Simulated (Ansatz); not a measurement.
## From the elastic tensor of Sc2Al to moduli and sound speeds

Level of theory: DFT LDA, scalar-relativistic, plane waves, PAW in Ansatz. Settings: 420 eV plane-wave cutoff, Γ-centred 12×12×6 mesh, Fermi-Dirac smearing of 0.15 eV. No spin polarisation.

The structure is hexagonal, space group P6_3/mmc (No. 194). Conventional cell: a = 4.795 Å, b = 4.795 Å, c = 6.013 Å, α = 90.00°, β = 90.00°, γ = 120.00°. Sc (site symmetry -3m) is surrounded by 8 Sc at 3.01 to 3.15 Å and 6 Al at 3.15 Å. Sc (site symmetry -6m2) has 5 Al at 2.77 to 3.01 Å and 6 Sc at 3.15 Å as nearest neighbours. Al (site symmetry -6m2) is surrounded by 11 Sc at 2.77 to 3.15 Å.

In a metal, frequencies and elastic constants depend on the k mesh and the smearing, soft modes and shear constants most.

Relaxed-ion constants (GPa, on the Cartesian axes of the calculation):
```
149.2  64.3  30.9   0.0   0.0   0.0
 64.3 149.2  30.9   0.0   0.0   0.0
 30.9  30.9 151.0   0.0   0.0   0.0
  0.0   0.0   0.0  50.1   0.0   0.0
  0.0   0.0   0.0   0.0  50.1   0.0
  0.0   0.0   0.0   0.0   0.0  42.5
```

Density 3.242 g/cm³; 6 atoms in 119.75 Å³.

The values that follow are for a polycrystal of randomly turned grains, by Hill's mean where one number stands.

With S = C⁻¹: B_V = (C11+C22+C33+2(C12+C13+C23))/9, G_V = (C11+C22+C33−C12−C13−C23+3(C44+C55+C66))/15, 1/B_R = S11+S22+S33+2(S12+S13+S23), 15/G_R = 4(S11+S22+S33−S12−S13−S23)+3(S44+S55+S66); Hill is their mean. Then v_l = √((B+4G/3)/ρ), v_t = √(G/ρ), v_m = [(2/v_t³+1/v_l³)/3]^(−1/3) and Θ = (ħ/k_B)·v_m·(6π²n/V)^(1/3) for n atoms in the volume V; E = 9BG/(3B+G), ν = (3B−2G)/(2(3B+G)) and A^U = 5G_V/G_R + B_V/B_R − 6.

```
Bulk modulus, Voigt / Reuss / Hill          : 78.0 / 77.4 / 77.7 GPa
Shear modulus, Voigt / Reuss / Hill         : 50.1 / 48.8 / 49.5 GPa
Young's modulus                             : 122 GPa
Poisson ratio                               : 0.237
Pugh ratio B/G                              : 1.57 (under 1.75, the rule of thumb for brittle)
Universal anisotropy index                  : 0.14
Longitudinal and transverse sound speeds    : 6656 and 3906 m/s
Debye temperature from the mean sound speed : 475 K
```

Whether Sc2Al exists in this form wasn't checked.

Cost: 1 run of about 17 core-minutes, on Intel Xeon Platinum 8259CL (Skylake/Cascade Lake) (shared hosts).